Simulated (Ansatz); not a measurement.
BP (zinc blende)

```
BP
1.0
    0.00000     2.27424     2.27424
    2.27424     0.00000     2.27424
    2.27424     2.27424     0.00000
P B
1 1
Direct
  0.75000   0.75000   0.75000
  0.00000   0.00000   0.00000
```

The slice is a {110} plane (indices of the conventional cell) through the point (0.000, 0.000, 0.000) (fractional), spanned by u = [100] and v = [1 -1 -1] in vectors of this cell: u (3.22 Å) and v (4.55 Å, at 90° to u). It covers one period; positions are fractions (u, v).

The numbers are results of PBE (plane waves to 420 eV, PAW, scalar-relativistic; Ansatz, a quantum-chemistry and plane-wave program), not measurements. k mesh 12×12×12. Near the nuclei the fields are pseudised (PAW); where an atom keeps semicore shells as valence, they peak there. BP was relaxed with its symmetry unable to fall.

**Question.** What is the valence density on the shortest P–B line in this plane (1.97 Å), at its midpoint?

**Answer.** 0.89 e/Å³.

**Question.** Sketch the valence electron density on this plane as a map.

**Answer.** 
```
|####%%%%%%####****++++++****####%%%%%%##|
|%%%%%%%%####**++==========++**####%%%%%%|
|@@@@%%%%##**++==----------==++**##%%%%@@|
|%%%%%%##**++==----::::::----==++**##%%%%|
|%%####****++==--::......::--==++****####|
|####****++==--::..........::--==++****##|
|****++++==----::....  ....::----==++++**|
|++++++==----::..............::----==++++|
|======----::::::..........::::::----====|
|--------::::::::::::::::::::::::::------|
|::::::::::::::--------------::::::::::::|
|::::::::::------==========------::::::::|
|....::::----====++++++++++====----::::..|
|....::::--==++++**********++++==--::::..|
|....::--==++****##########****++==--::..|
|::::----++****##%%%%%%%%%%##****++----::|
|::----==++**##%%%%%%@@%%%%%%##**++==----|
|----==++**##%%%%%%%%%%%%%%%%%%##**++==--|
|====++**##%%%%%%##******##%%%%%%##**++==|
|++++****##%%%%%%**==::==**%%%%%%##****++|
|****####%%@@@@%%**::  ::**%%@@@@%%####**|
|######%%%%@@@@@@##==::==##@@@@@@%%%%####|
|%%%%%%%%@@@@@@@@%%##**##%%@@@@@@@@%%%%%%|
|%%%%@@@@@@@@@@@@@@%%%%%%@@@@@@@@@@@@@@%%|
|@@@@@@@@@@@@@@@@@@@@@@@@@@@@@@@@@@@@@@@@|
|%%@@@@@@@@@@@@@@%%%%%%%%%%@@@@@@@@@@@@@@|
|##%%@@@@@@@@%%%%%%######%%%%%%@@@@@@@@%%|
|++##%%@@%%%%######******######%%%%@@%%##|
```
Scale: ten equal steps from -1.56 (start of ' ') to -0.02 (end of '@'), in the order ' .:-=+*#%@'. Values: log₁₀ of the valence density in e/Å³. The map has 20 points along u (two characters each, u = 0 at the left) and 28 along v (v = 0 in the bottom row). The scale is logarithmic, as a density can span decades between atoms and voids.
